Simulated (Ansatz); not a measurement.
GaSb in space group P6_3mc (No. 186; Ga on 2b, Sb on 2b, Ga on 2a, Sb on 2a) under volume change, PBEsol (plane waves, PAW; program Ansatz), shape and atoms relaxed at each volume.

| V (Å³/atom) | E − E(relaxed) (meV/atom) | P (GPa) |
|---|---|---|
| 25.936 | 44.4 | 6.08 |
| 26.791 | 18.5 | 3.69 |
| 27.646 | 4.3 | 1.68 |
| 28.501 | 0.0 | 0.00 |
| 29.356 | ? | ? |
| 30.211 | 14.7 | -2.61 |
| 31.066 | ? | ? |

**Question.** Fill in the missing entries.

**Answer.** 
- 29.356, E − E(relaxed) (meV/atom): 3.9
- 29.356, P (GPa): -1.41
- 31.066, E − E(relaxed) (meV/atom): 31.4
- 31.066, P (GPa): -3.62

**Question.** What does a third-order Birch–Murnaghan fit give for V₀, B₀ and B′?

**Answer.** V₀ = 28.50 Å³/atom, B₀ = 51.5 GPa, B′ = 4.8.

The start of the workflow was typed in or built on a structure type; the Crystallography Open Database copy checked does not list it. It is not the phase usual at ambient conditions (space group No. 216). The PBEsol relaxation kept the symmetry of its start; of distortions, only those at the zone centre were tested. Scalar-relativistic: spin–orbit coupling is off unless named, which matters more the heavier the elements.

Potentials: the earlier of the program's two PAW sets.
